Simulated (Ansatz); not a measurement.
Given:

Ga₄P₃N:
```
Ga4P3N
1.0
    5.26975     0.00000     0.00000
    0.00000     5.26975     0.00000
    0.00000     0.00000     5.26975
Ga N P
4 1 3
Direct
  0.77193   0.77193   0.77193
  0.77193   0.22807   0.22807
  0.22807   0.77193   0.22807
  0.22807   0.22807   0.77193
  0.00000   0.00000   0.00000
  0.00000   0.50000   0.50000
  0.50000   0.00000   0.50000
  0.50000   0.50000   0.00000
```

This is the PBE-relaxed structure.

All from plane-wave PAW PBE (Ansatz code), unless another level is named. Estimate the electronic character.

no gap, with almost no states at the Fermi level (zero-gap or semimetallic).

What about the formation energy from the elements (no fitted shifts)?

-0.28 eV/atom.

Give the gap with spin–orbit coupling.

none (metallic).

Space group P-43m. The start of the workflow was typed in or built on a structure type; neither database checked (COD, Materials Project) lists it. Whether it is the stable phase at ambient conditions was not checked. Symmetry was held in the PBE relaxation; whether a distortion lowers the energy is not shown. The references are the lowest solids computed at this level, not always the standard phases (solids in place of the gases). Spin–orbit coupling is left out wherever it is not named.

Potentials: the earlier of the program's two PAW sets.
